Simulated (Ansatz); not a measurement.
Ag₂S:
```xyz
6
Lattice="2.3218 -3.3823 0.0000 2.3218 3.3823 0.0000 0.0000 0.0000 6.9754" Properties=species:S:1:pos:R:3 pbc="T T T"
Ag     2.3218     0.0000     0.0000
Ag     2.3218    -2.5494     1.7439
Ag     2.3218     2.5494     5.2316
Ag     2.3218     0.0000     3.4877
S      2.3218    -1.6180     5.2316
S      2.3218     1.6180     1.7439
```

Relaxed with LDA. Special points in fractions of this cell's reciprocal vectors: Γ (0.000, 0.000, 0.000); Y (-0.500, 0.500, 0.000); C0 (-0.368, 0.632, 0.000); Σ0 (0.368, 0.368, 0.000); Z (0.000, 0.000, 0.500); A0 (0.368, 0.368, 0.500); E0 (-0.368, 0.632, 0.500); T (-0.500, 0.500, 0.500); S (0.000, 0.500, 0.000); R (0.000, 0.500, 0.500).

Q: List the band energies nearest the valence-band maximum at these points for the program Ansatz at the LDA level (PAW).

A: In eV from the valence-band maximum; about four levels below and three above (degenerate sets whole), none deeper than 8.9 eV; points with the same levels are listed once.

```
k                     below                above
--  -----------------------  -------------------
Γ   -1.31 -1.07 -0.69 -0.17       0.62 1.46 4.50
Y   -2.49 -2.37 -0.87 -0.37       0.92 1.93 2.19
C0  -2.04 -1.91 -1.72 -0.38       1.97 3.14 3.51
Z   -0.60 -0.60 -0.34 -0.34  1.71 1.71 4.15 4.15
A0  -2.03 -2.03 -0.72 -0.72  3.24 3.24 3.83 3.83
T   -1.60 -1.60 -1.47 -1.47  2.20 2.20 3.72 3.72
S    -2.10 -1.67 -0.60 0.00       2.40 2.45 3.30
R   -1.39 -1.39 -0.22 -0.22  1.21 1.21 4.51 4.51
```

Space group Cmcm. The workflow started from a Materials Project entry (that database holds measured and hypothetical structures alike); the Crystallography Open Database copy checked does not list it. COD files the formula under space group No. 4, 14, so this cell is another polymorph or a model. Whether it is the stable phase at ambient conditions was not checked. Symmetry was held in the LDA relaxation; of distortions, only those at the zone centre were tested. No spin polarisation was allowed. Spin–orbit coupling is left out wherever it is not named.

Potentials: the later of the program's two PAW sets.
